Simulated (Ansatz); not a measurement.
Sc₃Al (Cu3Au type, space group No. 221) at seven volumes, plane-wave PAW r²SCAN (Ansatz code), scaled uniformly. One row is withheld.

```csv
V (Å³/atom),P (GPa)
19.726,7.32
20.377,?
21.027,2.10
21.677,0.00
22.327,-1.82
22.978,-3.40
23.628,-4.80
```

Fit the shown pressures and predict the withheld one.

Third-order Birch–Murnaghan: P = (3/2)B₀(x^(7/2) − x^(5/2))[1 + (3/4)(B′ − 4)(x − 1)] with x = (V₀/V)^(2/3). Least squares on the six rows gives V₀ = 21.678 Å³/atom, B₀ = 65.22 GPa, B′ = 3.68. At V = 20.377, x = 1.0421 and P = 4.52 GPa. The run itself gave 4.53 GPa.

Space group Pm-3m (Cu3Au type). The workflow started from a Materials Project entry (that database holds measured and hypothetical structures alike); the Crystallography Open Database copy checked does not list it. Its standing as an ambient phase is unchecked. The r²SCAN relaxation kept the symmetry of its start; whether a distortion lowers the energy is not shown. No spin polarisation was allowed.

Potentials: the later of the program's two PAW sets.
